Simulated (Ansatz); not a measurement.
HfTe2:
```cif
data_HfTe2
_chemical_formula_sum 'Hf1 Te2'
_space_group_name_H-M_alt 'P 1'
_space_group_IT_number 1
_cell_length_a 7.17799
_cell_length_b 7.17799
_cell_length_c 7.17799
_cell_angle_alpha 30.968
_cell_angle_beta 30.968
_cell_angle_gamma 30.968
loop_
_space_group_symop_operation_xyz
  'x, y, z'
loop_
_atom_site_label
_atom_site_type_symbol
_atom_site_fract_x
_atom_site_fract_y
_atom_site_fract_z
_atom_site_occupancy
Hf1 Hf 0.00000 0.00000 0.00000 1
Te1 Te 0.24650 0.24650 0.24650 1
Te2 Te 0.75350 0.75350 0.75350 1
```

Relaxed with LDA.

Q: Decompose the optical modes at the zone centre into irreducible representations, and say which are infrared and Raman allowed.

A: Point group -3m: Γ_opt = A1g + A2u + Eg + Eu. Infrared: A2u, Eu. Raman: A1g, Eg.

Q: Assign frequencies (DFPT, LDA (plane waves, PAW; program Ansatz)).

A: Eg 103, Eu 104, A1g 147, A2u 181 cm⁻¹.

Space group R-3m. A made-up cell: these elements were put on the sites of a structure type; neither database checked (COD, Materials Project) lists it. Its standing as an ambient phase is unchecked. The LDA relaxation kept the symmetry of its start; of distortions, only those at the zone centre were tested. The run is not spin-polarised. A crystal of weakly bound layers computed without a dispersion correction: the cell and the soft elastic constants depend strongly on that. As this level gives no gap, phonon frequencies hold no LO–TO term and depend on the k-mesh and smearing (Fermi–Dirac, 0.1 eV here). Spin–orbit coupling is left out wherever it is not named.

Potentials: the earlier of the program's two PAW sets.
